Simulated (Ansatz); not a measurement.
The calculation used DFT PBE, scalar-relativistic, plane waves, PAW in Ansatz. Several structures of Ta2Sn3 from a search were relaxed, and the powder pattern of one of them was computed from 10° to 70° in 2θ (λ = 1.5406 Å).

Cu Kα1 powder pattern (kinematic, no thermal factors).
2θ (°) (relative intensity): 15.44 (41), 20.61 (15), 21.16 (23), 25.44 (1), 26.50 (7), 31.16 (14), 36.43 (100), 37.06 (23), 37.41 (47), 37.68 (39), 38.24 (19), 38.27 (46), 39.36 (11), 40.20 (6), 40.69 (8), 41.93 (2), 43.09 (5), 45.44 (2), 47.96 (10), 49.40 (7), 49.46 (8), 51.63 (2), 52.25 (8), 52.90 (4), 53.68 (16), 54.05 (9), 54.57 (14), 56.73 (3), 57.43 (1), 58.59 (2), 60.27 (2), 60.40 (2), 64.92 (9), 64.99 (2), 65.17 (8), 65.48 (2), 66.01 (8), 66.40 (1), 66.59 (2), 66.85 (17), 67.14 (7), 67.58 (9), 67.66 (7), 68.05 (8), 68.20 (7), 68.79 (2), 69.36 (1), 69.57 (13)

Task: Which structure gives it?
A.

Space group P4/mbm (No. 127). a = 7.435 Å, b = 7.435 Å, c = 3.956 Å, α = 90.00°, β = 90.00°, γ = 90.00°
| atom | site | symmetry | x | y | z |
| --- | --- | --- | --- | --- | --- |
| Ta | 4g | m.2m | 0.3603 | 0.8603 | 0.0000 |
| Sn | 4h | m.2m | 0.8449 | 0.3449 | 0.5000 |
| Sn | 2a | 4/m.. | 0.0000 | 0.0000 | 0.0000 |

B.

Space group I4/mmm (No. 139). a = 3.659 Å, b = 3.659 Å, c = 15.624 Å, α = 90.00°, β = 90.00°, γ = 90.00°
```tsv
atom	site	symmetry	x	y	z
Ta	4e	4mm	0.0000	0.0000	0.4061
Sn	4e	4mm	0.5000	0.5000	0.3072
Sn	2a	4/mmm	0.0000	0.0000	0.0000
```

C.

Space group C2/m (No. 12). a = 8.616 Å, b = 4.804 Å, c = 5.738 Å, α = 90.00°, β = 91.88°, γ = 90.00°
```tsv
atom	site	symmetry	x	y	z
Ta	4i	m	0.6728	0.0000	0.5941
Sn	2c	2/m	0.0000	0.0000	0.5000
Sn	4i	m	0.6626	0.0000	0.1065
```

Result: C. Its strongest line, at 2θ = 36.43°, has d = λ/(2 sin θ) = 2.464 Å and is the (3 1 0) reflection of the conventional C2/m cell with a = 8.616 Å, b = 4.804 Å, c = 5.738 Å, β = 91.9°. The others have their strongest lines at 35.2° (P4/mbm); 37.8° (I4/mmm). In energy it is the lowest of those shown.

These are computed cells and needn't be stable.
